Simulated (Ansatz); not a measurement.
A trial cell of Si₅N, before relaxation:

Space group I4/mmm (No. 139). a = 5.410 Å, b = 5.410 Å, c = 5.944 Å, α = 90.00°, β = 90.00°, γ = 90.00°
```json
{"atom": "Si", "site": "8i", "symmetry": "m2m.", "x": "0.3517", "y": "0.0000", "z": "0.0000"}
{"atom": "Si", "site": "2b", "symmetry": "4/mmm", "x": "0.0000", "y": "0.0000", "z": "0.5000"}
{"atom": "N", "site": "2a", "symmetry": "4/mmm", "x": "0.0000", "y": "0.0000", "z": "0.0000"}
```

All numbers below come from DFT PBE, scalar-relativistic, plane waves, PAW in Ansatz. Cutoff 420 eV, Gaussian smearing, Γ-centred meshes. Cell and atoms relax first on a coarse mesh and then on a finer one. In between, the cell is made exact in the group found at 0.06 Å. In metals the finer mesh still leaves noise of several meV/atom or more. The steps can't lower the symmetry of their start. No spin polarisation in the relaxation; trial moments died out in a coarse test.

A guess keeps its type if space group and coordination stay and the shape of the cell changes little (axis ratios within about 15 %, angles within 6°); the volume may change.

Q: Will the relaxed cell still be of the starting type?

A: It doesn't keep its type. The symmetry stays I4/mmm (No. 139). The volume per atom grows by 5.0 %, from 14.5 to 15.2 Å³. The shortest distance goes from 1.60 Å (Si–Si) to 1.96 Å (Si–N). The ratio c/a of the conventional cell changes by a factor of 0.65. Counting neighbours within 15 % of an atom's shortest distance, the start has N 4, Si 1/10 and the end N 4, Si 1/2. In detail, at the end Si on a site of symmetry m2m is surrounded by 1 N at 1.96 Å and 1 Si at 2.44 Å; Si on a site of symmetry 4/mmm is surrounded by 2 N at 2.26 Å; N has 4 Si at 1.96 Å and 2 Si at 2.26 Å.

```cif
data_structure
_symmetry_space_group_name_H-M 'I4/mmm'
_symmetry_Int_Tables_number 139
_cell_length_a 6.3578
_cell_length_b 6.3578
_cell_length_c 4.5208
_cell_angle_alpha 90.000
_cell_angle_beta 90.000
_cell_angle_gamma 90.000
_cell_volume 182.74
loop_
_atom_site_label
_atom_site_type_symbol
_atom_site_symmetry_multiplicity
_atom_site_Wyckoff_symbol
_atom_site_fract_x
_atom_site_fract_y
_atom_site_fract_z
_atom_site_occupancy
Si1 Si 8 i 0.80824 0.50000 0.50000 1
Si2 Si 2 b 0.00000 0.00000 0.50000 1
N1 N 2 a 0.00000 0.00000 0.00000 1
```

The last run used a 10×10×10 mesh for its 6-atom cell and Gaussian smearing of 0.10 eV. Symmetry constrained the relaxation, so the result can be a saddle point.

In counts of neighbours, a slash parts the counts of unlike sites.
